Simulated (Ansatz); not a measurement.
Y3Si5:
Space group P-62m (No. 189); a = 6.4985 Å, b = 6.4985 Å, c = 4.1544 Å, α = 90.00°, β = 90.00°, γ = 120.00°

```json
[
 {"atom": "Y", "site": "3f", "symmetry": "m2m", "x": "0.0000", "y": "0.6455", "z": "0.0000"},
 {"atom": "Si", "site": "2d", "symmetry": "-6..", "x": "0.3333", "y": "0.6667", "z": "0.5000"},
 {"atom": "Si", "site": "3g", "symmetry": "m2m", "x": "0.7374", "y": "0.7374", "z": "0.5000"}
]
```

Relaxed with PBEsol.

Problem. Decompose the optical modes at the zone centre into irreducible representations, and say which are infrared and Raman allowed.

Solution. Point group -6m2: Γ_opt = 2A1' + A1'' + 2A2' + 2A2'' + 5E' + 2E''. Infrared: A2'', E'. Raman: A1', E', E''.

Problem. Assign frequencies (DFPT, PBEsol in the plane-wave PAW code Ansatz).

Solution. E' 114, A1' 125, E'' 174, E' 183, A2' 186, A1' 200, A2'' 234, E' 252, E'' 254, A1'' 259, A2'' 293, A2' 325, E' 358, E' 395 cm⁻¹.

The start of the workflow was typed in or built on a structure type; neither database checked (COD, Materials Project) lists it. Its standing as an ambient phase is unchecked. The PBEsol relaxation kept the symmetry of its start; of distortions, only those at the zone centre were tested. The run is not spin-polarised. As this level gives no gap, phonon frequencies hold no LO–TO term and depend on the k-mesh and smearing (Fermi–Dirac, 0.1 eV here).

Potentials: the later of the program's two PAW sets.
